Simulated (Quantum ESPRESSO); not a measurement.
**Solid-state NMR card for MgH₂ (changed cell)**

```
MgH2
1.0
    4.52146     0.00000     0.00000
    0.00000     4.52146     0.00000
    0.00000     0.00000     2.93269
Mg H
2 4
Direct
  0.50000   0.50000   0.50000
  0.00000   0.00000   0.00000
  0.69687   0.69687   0.00000
  0.30313   0.30313   0.00000
  0.80313   0.19687   0.50000
  0.19687   0.80313   0.50000
```
The cell was made here from a computed Materials Project entry: strained by -2 % along the unique axis and by +1 % across it, atoms relaxed (PBE without dispersion, pw.x of a modified build of Quantum ESPRESSO, symmetry kept). The parent is MgH2 in P4₂/mnm. Stability against distortions was not tested.

These are absolute shieldings with no macroscopic susceptibility term; δ = σ_ref − σ needs a reference computed alike. By our sweeps, such settings leave a few ppm in absolute σ. The datasets of Mg hold no d projectors, which limits absolute σ on these atoms.

Shieldings of H and of elements past Ba are not listed.

Ω = σ33 − σ11 of the symmetric part; where symmetry doesn't make it nil, it is less certain than σ_iso.

What do the calculations give at each independent site (shieldings by PBE GIPAW (Quantum ESPRESSO, JTH PAW datasets), 30 Ha, k-mesh 6×6×8 shifted, f-sum rule met within 0.002 %)?


| site | site symmetry | σ_iso (ppm) | span Ω (ppm) |
|---|---|---|---|
| Mg (atoms 1, 2) | mmm | 546 | 23 |
| H (atoms 3, 4, 5, 6) | m2m | – | – |
